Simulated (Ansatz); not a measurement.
**Structures of Be3As: which is lowest?**

Plane-wave DFT in Ansatz with scalar-relativistic PAW potentials, cutoff 420 eV, Γ-centred meshes chosen by cell and gap, Gaussian smearing with energies taken to zero width. Every cell was relaxed (cell and atoms) in a run of its own, within the symmetry of its start. Functional: PBE.

Relaxed structures (starts from databases or built by putting these elements on another compound's sites):
A. P6/mmm, 4 atoms in the computed cell, a = 4.126 Å, c = 3.311 Å; sites (symmetry × multiplicity) Be mmm × 3, As 6/mmm × 1; start: built
B. Pm-3m, 4 atoms in the computed cell, a = 3.518 Å; sites (symmetry × multiplicity) Be 4/mm.m × 3, As m-3m × 1; start: built

Q: Rank them by energy. Could pressure change the order?

A:
| structure | group | E − E(lowest) (meV/atom) | V (Å³/atom) | gap on mesh (eV) |
| --- | --- | --- | --- | --- |
| A | P6/mmm | 0.0 | 12.20 | 0.00 |
| B | Pm-3m | 88 | 10.89 | 0.00 |

A is lowest, 88 meV/atom under B. B is denser by 1.32 Å³/atom, so pressure favours it: ΔE/ΔV, with ΔE in eV and 1 eV/Å³ = 160.2 GPa, gives about 11 GPa for equal enthalpy if both cells were rigid, a rough figure since the two compress differently. Other structures may lie lower than all of these, and vibrations aren't counted.